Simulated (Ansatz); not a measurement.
# ZnS (wurtzite): scan of one atom of the cell

ZnS (wurtzite)

```
CELL_PARAMETERS angstrom
      3.80610     0.00000     0.00000
     -1.90305     3.29618     0.00000
      0.00000     0.00000     6.24474
ATOMIC_POSITIONS crystal
  Zn 0.66667 0.33333 0.99975
  Zn 0.33333 0.66667 0.49975
  S  0.66667 0.33333 0.62545
  S  0.33333 0.66667 0.12545
```

In this cell atom 1 (Zn, nearest neighbour S at 2.333 Å; its periodic images, 3.8 Å or more away, move with it) is moved by s along Cartesian z, unit vector (0.000, 0.000, 1.000); all other atoms and the cell stay fixed.

Method: r2SCAN (plane waves to 500 eV, PAW, scalar-relativistic; Ansatz, a program for electronic structure). k mesh 8×8×5 (Γ-centred), Fermi-Dirac smearing 0.05 eV. Energies are smeared free energies. Compression counts positive. Left out: 1 of 11 points, with atoms too close for the PAW data. F∥ is the force on the atom along that direction. ZnS was relaxed with its symmetry unable to fall. The zero of ΔE is the undisplaced structure.

| s (Å) | ΔE (meV/cell) | F∥ (eV/Å) | P (GPa) |
|---|---|---|---|
| -0.560 | 2679 | 13.976 | 11.1 |
| -0.420 | 1209 | 7.579 | 5.1 |
| -0.280 | 438 | 3.744 | 1.8 |
| -0.140 | 91 | 1.415 | 0.3 |
| 0.000 | 0 | -0.001 | 0.0 |
| 0.140 | 64 | -0.832 | 0.4 |
| 0.280 | 214 | -1.248 | 1.1 |
| 0.420 | 398 | -1.344 | 2.0 |
| 0.560 | 578 | -1.186 | 2.8 |
| 0.700 | 722 | -0.848 | 3.5 |

Key numbers:

The energy at s = 0.700 Å is 722 meV/cell and the force along the line at s = -0.560 Å is 14.0 eV/Å. The force constant k = d²E/ds² at s = 0 (finite differences) comes out as 7.73 eV/Å². Symmetry of the curve: not even: the negative side lies higher at ±0.560 Å. Shape of the curve: a single well with its minimum at or next to zero displacement. Harmonic estimate at the end of the scan: ½ks² = 1893 meV/cell against the computed 722 meV/cell, so the well is softer than harmonic there.

(For displaced atoms, the force is minus the slope of the energy, and its curvature is a force constant, which sets phonon frequencies.)
